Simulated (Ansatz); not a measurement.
Cs$_{2}$PdBr$_{6}$:
```cif
data_Br24Cs8Pd4
_chemical_formula_sum 'Cs8 Pd4 Br24'
_space_group_name_H-M_alt 'Fm-3m'
_space_group_IT_number 225
_space_group_name_Hall '-F 4 2 3'
_cell_length_a 10.76982
_cell_length_b 10.76982
_cell_length_c 10.76982
_cell_angle_alpha 90.000
_cell_angle_beta 90.000
_cell_angle_gamma 90.000
loop_
_atom_site_label
_atom_site_type_symbol
_atom_site_symmetry_multiplicity
_atom_site_Wyckoff_symbol
_atom_site_fract_x
_atom_site_fract_y
_atom_site_fract_z
_atom_site_occupancy
Cs1 Cs 8 c 0.25000 0.25000 0.25000 1
Pd1 Pd 4 a 0.00000 0.00000 0.00000 1
Br1 Br 24 e 0.00000 0.00000 0.23179 1
```
(The calculation used a cell of 9 atoms; values per cell refer to that cell.)

Relaxed with r²SCAN.

### Question
Tabulate the valence density and the electron localisation function along the shortest Pd–Br contact (2.50 Å), the program Ansatz at the r²SCAN level (PAW).

### Answer


```tsv
distance from Pd (Å)	density (e/Å³)	ELF
0.25	12.47	0.33
0.37	10.31	0.40
0.50	7.36	0.43
0.62	4.44	0.39
0.75	2.27	0.31
0.87	1.10	0.22
1.00	0.66	0.18
1.12	0.52	0.25
1.25	0.51	0.46
1.37	0.58	0.67
1.50	0.71	0.79
1.62	0.89	0.82
1.75	1.05	0.78
1.87	1.08	0.59
2.00	0.92	0.24
2.12	0.60	0.03
2.25	0.30	0.00
```

The density is the valence pseudo-density with augmentation charge, so density and ELF within about 1 Å of a nucleus are not all-electron values.

The first step of the workflow began from a Materials Project structure, measured or hypothetical; the Crystallography Open Database copy checked does not list it. Whether it is the stable phase at ambient conditions was not checked. The cell was relaxed with r²SCAN under the symmetry of its start; whether a distortion lowers the energy is not shown. The run is not spin-polarised. Spin–orbit coupling is left out wherever it is not named.

Potentials: the later of the program's two PAW sets.
